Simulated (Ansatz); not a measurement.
An adatom of Si (last atom) on the (110) face of Al (one a 2×2 cell) hops 3.98 Å to an equivalent place:

```yaml
crystal:
  lattice:
    - [5.63242, 0.00000, 0.00000]
    - [0.00000, 7.96545, 0.00000]
    - [0.00000, 0.00000, 26.04053]
  atoms:
    - { symbol: Al, position: [0.25000, 0.25000, 0.32641] }
    - { symbol: Al, position: [0.25000, 0.75000, 0.32641] }
    - { symbol: Al, position: [0.75000, 0.25000, 0.32641] }
    - { symbol: Al, position: [0.75000, 0.75000, 0.32641] }
    - { symbol: Al, position: [0.50000, 0.50000, 0.38049] }
    - { symbol: Al, position: [0.50000, 0.00000, 0.38049] }
    - { symbol: Al, position: [0.00000, 0.50000, 0.38049] }
    - { symbol: Al, position: [0.00000, 0.00000, 0.38049] }
    - { symbol: Al, position: [0.75000, 0.75000, 0.43456] }
    - { symbol: Al, position: [0.75000, 0.25000, 0.43456] }
    - { symbol: Al, position: [0.25000, 0.75000, 0.43456] }
    - { symbol: Al, position: [0.25000, 0.25000, 0.43456] }
    - { symbol: Al, position: [0.00234, 0.00822, 0.49117] }
    - { symbol: Al, position: [0.00235, 0.49179, 0.49117] }
    - { symbol: Al, position: [0.49739, 0.00821, 0.49116] }
    - { symbol: Al, position: [0.49740, 0.49180, 0.49116] }
    - { symbol: Al, position: [0.24981, 0.25010, 0.55783] }
    - { symbol: Al, position: [0.24978, 0.74998, 0.54136] }
    - { symbol: Al, position: [0.74986, 0.25007, 0.55096] }
    - { symbol: Al, position: [0.74972, 0.74999, 0.54132] }
    - { symbol: Al, position: [0.50451, 0.51424, 0.60106] }
    - { symbol: Al, position: [0.50448, 0.98584, 0.60101] }
    - { symbol: Al, position: [0.99491, 0.51428, 0.60105] }
    - { symbol: Al, position: [0.99491, 0.98581, 0.60101] }
    - { symbol: Si, position: [0.24994, 0.75008, 0.64135] }
```

Level of theory: Ansatz, DFT PBE+D3(BJ), scalar-relativistic, plane waves, PAW. Plane waves to 420 eV, a k mesh through Γ of 5×4×1 on the computed 25-atom cell and Gaussian smearing (0.10 eV); no spin polarisation. A dipole correction removes the field between periodic images along c.

Energies along the climbing-image band (eV): 0.000, 0.260, 0.811, 1.160, 0.813, 0.262, 0.000. Take an assumed attempt frequency of 10^13 s⁻¹.

Q: How often does it make this hop at 300 K and at 600 K?

A: The barrier is 1.16 eV. k = ν·exp(−E/k_BT): at 300 K, E/k_BT = 44.9 and k ≈ 3×10^-7 s⁻¹; at 600 K, 22.4 and k ≈ 2×10^3 s⁻¹.

Q: By this hop alone, how far does it wander along this direction in a second at 600 K?

A: With hops of ℓ = 3.98 Å both ways at rate k each, D = k·ℓ² = 3×10^-12 cm²/s, and the root-mean-square distance is √(2Dt) ≈ 2×10^1 nm.

Q: Below what temperature does this hop stop, on the scale of a second?

A: k = 1 s⁻¹ at T = E/(k_B·ln ν) = 1.16/(8.617×10⁻⁵ × 29.9) ≈ 450 K.

Other mechanisms, such as exchange with a surface atom, weren't sought.

An atom lies near a switch of its D3 coefficient C6 between reference coordination numbers, so the dispersion energy changes steeply there and can make or shift the minimum.

Cost: 1 run of about 23 core-minutes, on Intel Xeon Platinum 8488C (Sapphire Rapids) (shared hosts).